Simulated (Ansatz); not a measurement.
With plane-wave PAW PBE (Ansatz code), Mo in the diamond structure (Fd-3m) relaxes to a = 5.688 Å. Mo has 4 nearest neighbours from 2.46 Å (tetrahedral).

Electronic character: metallic (no gap). Gap from PBE with spin–orbit coupling: none (metallic).

The bulk modulus is 107 GPa.

The start of the workflow was typed in or built on a structure type; neither database checked (COD, Materials Project) lists it. It is not the phase usual at ambient conditions (space group No. 229). The PBE relaxation kept the symmetry of its start; its stability against distortions is not shown here. The run is not spin-polarised. Spin–orbit coupling is left out wherever it is not named.

Potentials: the later of the program's two PAW sets.
